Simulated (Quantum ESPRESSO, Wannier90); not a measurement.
Wannierisation of SnO₂ (rutile)

```xyz
6
Lattice="4.7648 0.0000 0.0000 0.0000 4.7648 0.0000 0.0000 0.0000 3.2075" Properties=species:S:1:pos:R:3 pbc="T T T"
Sn     2.3824     2.3824     1.6038
Sn     0.0000     0.0000     0.0000
O      0.9245    -0.9245     1.6038
O     -0.9245     0.9245     1.6038
O     -1.4579    -1.4579     0.0000
O      1.4579     1.4579     0.0000
```

Structure: Materials Project mp-856, symmetrised, not relaxed again. COD (Crystallography Open Database) has an entry of this formula and space group (matched by these alone). Level: PBEsol, spinors with spin-orbit coupling; pw.x of Quantum ESPRESSO at 68 Ry with PseudoDojo potentials, 4×4×6 k-points, Wannier90. Density: 6×6×10 mesh, cold smearing 0.01 Ry.

A tight-binding model is made by disentanglement and projection with no localisation steps (num_iter = 0), so the 48 orbitals stay atom-like: hydrogen-like Sn: s;p; O: s;p, axes along x, y, z; frozen window up to 5.95 eV relative to the valence-band maximum. It follows pw.x to 0.9 meV rms for states up to 2.0 eV relative to the valence-band maximum. Matrix elements depend on this choice of orbitals and windows.

What are the on-site energies relative to the valence-band maximum, and how fast do the hoppings decay?


```json
[
 {"atom": "Sn1", "orbitals": "s↑ s↓", "energy (eV)": "2.12"},
 {"atom": "Sn1", "orbitals": "pz↑ pz↓", "energy (eV)": "9.51"},
 {"atom": "Sn1", "orbitals": "px↑ px↓ py↑ py↓", "energy (eV)": "8.39"},
 {"atom": "Sn2", "orbitals": "s↑ s↓", "energy (eV)": "2.12"},
 {"atom": "Sn2", "orbitals": "pz↑ pz↓", "energy (eV)": "9.51"},
 {"atom": "Sn2", "orbitals": "px↑ px↓ py↑ py↓", "energy (eV)": "8.39"},
 {"atom": "O3", "orbitals": "s↑ s↓", "energy (eV)": "-15.74"},
 {"atom": "O3", "orbitals": "pz↑ pz↓", "energy (eV)": "-2.13"},
 {"atom": "O3", "orbitals": "px↑ px↓ py↑ py↓", "energy (eV)": "-1.90"},
 {"atom": "O4", "orbitals": "s↑ s↓", "energy (eV)": "-15.74"},
 {"atom": "O4", "orbitals": "pz↑ pz↓", "energy (eV)": "-2.13"},
 {"atom": "O4", "orbitals": "px↑ px↓ py↑ py↓", "energy (eV)": "-1.90"},
 {"atom": "O5", "orbitals": "s↑ s↓", "energy (eV)": "-15.74"},
 {"atom": "O5", "orbitals": "pz↑ pz↓", "energy (eV)": "-2.13"},
 {"atom": "O5", "orbitals": "px↑ px↓ py↑ py↓", "energy (eV)": "-1.90"},
 {"atom": "O6", "orbitals": "s↑ s↓", "energy (eV)": "-15.74"},
 {"atom": "O6", "orbitals": "pz↑ pz↓", "energy (eV)": "-2.13"},
 {"atom": "O6", "orbitals": "px↑ px↓ py↑ py↓", "energy (eV)": "-1.90"}
]
```

| distance of the centres (Å) | largest modulus (eV) |
|---|---|
| 2–3 | 1.9 |
| 3–4 | 0.73 |
| 4–5 | 0.085 |
| 5–6 | 0.033 |
| 6–7 | 0.035 |
| 7–8 | 0.012 |
| 8–9 | 0.010 |
